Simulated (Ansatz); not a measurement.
Re$_{2}$C in space group P-3m1 (No. 164; C on 1a, Re on 2d) at seven volumes, the program Ansatz at the PBE level (PAW), shape and atoms relaxed at each. One row is withheld.

```
V (Å³/atom)  P (GPa)
-----------  -------
10.750         42.68
11.105         25.99
11.459             ?
11.814          0.00
12.168         -9.97
12.522        -18.33
12.877        -25.28
```

Question: Fit the shown pressures and predict the withheld one.

Answer: Third-order Birch–Murnaghan: P = (3/2)B₀(x^(7/2) − x^(5/2))[1 + (3/4)(B′ − 4)(x − 1)] with x = (V₀/V)^(2/3). Least squares on the six rows gives V₀ = 11.814 Å³/atom, B₀ = 361.0 GPa, B′ = 4.78. At V = 11.459, x = 1.0205 and P = 11.85 GPa. The run itself gave 11.89 GPa.

The cell is a constructed one: a structure type filled with these elements; neither database checked (COD, Materials Project) lists it. Whether it is the stable phase at ambient conditions was not checked. The PBE relaxation kept the symmetry of its start; its stability against distortions is not shown here. The run is not spin-polarised. Scalar-relativistic: spin–orbit coupling is off unless named, which matters more the heavier the elements.

Potentials: the earlier of the program's two PAW sets.
